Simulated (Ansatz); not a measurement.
Consider the following.

NiO$_{2}$:
```
CELL_PARAMETERS angstrom
      1.38584     0.80012     4.84013
     -1.38584     0.80012     4.84013
      0.00000    -1.60023     4.84013
ATOMIC_POSITIONS crystal
  Ni 0.00000 0.00000 0.00000
  O  0.60192 0.60192 0.60192
  O  0.39808 0.39808 0.39808
```

This is the r²SCAN+D4-relaxed structure. Cartesian axes are those of the cell as given.

Q: All from the program Ansatz at the r²SCAN+D4 level (PAW), unless another level is named. Give the electron effective mass.

A: 0.64, 1.3, 1.7 mₑ (principal values).

Q: Give the band gap.

A: 1.49 eV (indirect).

Q: Predict the HSE06 gap on the r²SCAN+D4 cell.

A: 2.72 eV.

Q: And the formation energy from the elements (no fitted shifts)?

A: -0.85 eV/atom.

Q: Predict the conduction-band minimum.

A: off the standard path, at k = (0.133, 0.406, 0.406) in fractions of the reciprocal vectors.

Q: Next, the valence-band maximum?

A: off the standard path, at k = (0.406, -0.469, -0.469) in fractions of the reciprocal vectors.

Space group R-3m. The workflow started from a Materials Project entry (that database holds measured and hypothetical structures alike); the Crystallography Open Database copy checked does not list it. COD files the formula under space group No. 12. Its standing as an ambient phase is unchecked. The r²SCAN+D4 relaxation kept the symmetry of its start. At this level the phase is mechanically unstable. No spin polarisation was allowed. No Hubbard U is applied. The references are the lowest solids computed at this level, not always the standard phases (solids in place of the gases).

Potentials: the later of the program's two PAW sets.
